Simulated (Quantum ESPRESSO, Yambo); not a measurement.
# Rb$_{2}$NaYF$_{6}$: DFT and GW levels

Space group Fm-3m (No. 225); a = 9.027 Å, b = 9.027 Å, c = 9.027 Å, α = 90.00°, β = 90.00°, γ = 90.00°

| atom | site | symmetry | x | y | z |
|---|---|---|---|---|---|
| F | 24e | 4m.m | 0.0000 | 0.0000 | 0.2425 |
| Na | 4b | m-3m | 0.5000 | 0.5000 | 0.5000 |
| Rb | 8c | -43m | 0.2500 | 0.2500 | 0.2500 |
| Y | 4a | m-3m | 0.0000 | 0.0000 | 0.0000 |
(The calculation used a cell of 10 atoms; values per cell refer to that cell.)

The geometry is that of Materials Project entry mp-13926, symmetrised and not relaxed again.

Starting point: norm-conserving PBEsol (Quantum ESPRESSO, 88 Ry, without SOC). G0W0 in Yambo: 2×2×2 Γ-centred k mesh, bands 2 to 272 and a 7 Ry block in the screening, 272 bands in G with the Bruneval-Gonze terminator, plasmon pole fitted at 27.2 eV.

The PBEsol gap along the band path is 6.32 eV and the PBEsol gap between the mesh's edge points (Γ → Γ) is 6.32 eV. The G0W0 gap between the same points is 9.94 eV.

```csv
k point,band,E PBEsol (eV),E QP (eV),shift (eV),Z
Γ,VB,0.00,-2.42,-2.42,0.81
Γ,CB,6.32,7.52,1.20,0.90
L,VB,-0.14,-2.59,-2.45,0.81
L,CB,8.20,9.85,1.64,0.88
X,VB,-0.01,-2.43,-2.42,0.81
X,CB,8.28,10.58,2.30,0.87
```

Energies count from the PBEsol valence-band maximum.

Nearest settings tried, and what they do to the gap: 132 bands in W: +132 meV. Not varied: bands in G, block, mesh. So the settings aren't converged at that level. The k mesh is coarse.
